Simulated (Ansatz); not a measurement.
## TiGa₃: pressure against volume

A database entry relaxed whole under r2SCAN (I4/mmm):

```xyz
4
Lattice="-1.8820 1.8820 4.3667 1.8820 -1.8820 4.3667 1.8820 1.8820 -4.3667" Properties=species:S:1:pos:R:3 pbc="T T T"
Ti    0.0000    0.0000    0.0000
Ga    0.0000    0.0000    4.3667
Ga    0.0000    1.8820    2.1834
Ga    1.8820    0.0000    2.1834
```

The cell was scaled uniformly, its shape held, and the atoms relaxed at each volume with plane-wave PAW DFT (Ansatz 0.2.0; r2SCAN, 500 eV, 11×11×11 Γ-centred mesh, fermi-dirac occupations of width 0.100 eV; no spin, no spin-orbit coupling). One row is withheld.

```tsv
volume (Å³/atom)	energy over the lowest (meV/atom)	pressure (GPa)
14.539	21.4	7.98
14.848	9.0	5.02
15.158	?	?
15.467	0.0	-0.02
15.776	2.3	-2.15
16.086	8.4	-4.06
16.395	18.1	-5.77
```

**Question.** Fit the pressures of the other rows to the third-order Birch-Murnaghan form.

**Answer.** With f = [(V₀/V)^(2/3) − 1]/2 and P = 3B₀f(1 + 2f)^(5/2)[1 + 3(B₀′ − 4)f/2], least squares gives V₀ = 15.46 Å³ an atom, B₀ = 113 GPa and B₀′ = 4.5; the rows miss the fit by less than 0.01 GPa. The slope of the energies differs from these pressures by 0.08 GPa, since they are taken to zero smearing while pressures follow the free energy.

**Question.** What does the withheld row hold?

**Answer.** The fit gives 2.36 GPa at 15.158 Å³; the run gave 2.37 GPa and 2.1 meV an atom.

Caveats: the shape of the cell was held, so B₀ is an upper bound where the axes differ in stiffness; 0 K, fixed nuclei; the symmetry was kept, and this need not be the phase that is stable at 0 K; one mesh for all volumes; pressure is positive in compression.
